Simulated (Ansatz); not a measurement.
SiO₂:
```
SiO2
1.0
    5.03533     0.00000     0.00000
   -2.51767     4.36073     0.00000
    0.00000     0.00000     8.56589
Si O
4 8
Direct
  0.66667   0.33333   0.93705
  0.33333   0.66667   0.43705
  0.66667   0.33333   0.56295
  0.33333   0.66667   0.06295
  0.00000   0.41304   0.00000
  0.58696   0.00000   0.50000
  0.58696   0.58696   0.00000
  0.00000   0.58696   0.50000
  0.41304   0.00000   0.00000
  0.41304   0.41304   0.50000
  0.66667   0.33333   0.75000
  0.33333   0.66667   0.25000
```

Relaxed with r²SCAN.

Problem. Give the Bader charges and basin volumes of the independent atoms, r²SCAN in the plane-wave PAW code Ansatz.

Solution. 

```csv
atom,Bader charge (e),Bader volume (Å³)
Si1,+3.37,2.7
O5,-1.69,18.8
O11,-1.69,18.8
```

Space group P6_322. The workflow started from a Materials Project entry (that database holds measured and hypothetical structures alike); the Crystallography Open Database copy checked does not list it. It is not the phase usual at ambient conditions (space group No. 92, 152, 154). The r²SCAN relaxation kept the symmetry of its start. At this level the phase is dynamically unstable (imaginary phonons).

Potentials: the earlier of the program's two PAW sets.
